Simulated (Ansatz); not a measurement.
BN:
```
BN
1.0
    2.50011     0.00000     0.00000
   -1.25005     2.16516     0.00000
    0.00000     0.00000     4.02234
B N
2 2
Cartesian
  0.00000   0.00000   0.00000
  0.00000   0.00000   2.01117
  0.00000   1.44344   1.00558
  1.25005   0.72172   3.01675
```

Tensor components refer to the Cartesian frame of this cell.

Q: Give the high-frequency dielectric tensor and the Born effective charge tensors of the independent atoms from DFPT, DFT-PBE in the program Ansatz with PAW potentials.

A: 
ε∞:
```
8.17  0.00  0.00
0.00  8.17  0.00
0.00  0.00  9.33
```
Z* of atom 1 (B), rows: field, columns: displacement, in e:
```
3.39  0.00  0.00
0.00  3.39  0.00
0.00  0.00  4.01
```
Z* of atom 3 (N), rows: field, columns: displacement, in e:
```
-3.39   0.00   0.00
 0.00  -3.39   0.00
 0.00   0.00  -4.01
```

Static charges for comparison (Bader): B1 +1.98, N3 -1.98 e. Born charges measure polarisation by displacement and can exceed these by far.

Space group P6_3/mmc (NiAs type). The cell is a constructed one: a structure type filled with these elements. Its sites differ from those of the usual phase in this space group: another stacking or structure type. The PBE relaxation kept the symmetry of its start. At this level the phase is dynamically unstable (imaginary phonons). Its formation energy is positive at this level, so the cell may be metastable or incomplete.

Potentials: the later of the program's two PAW sets.
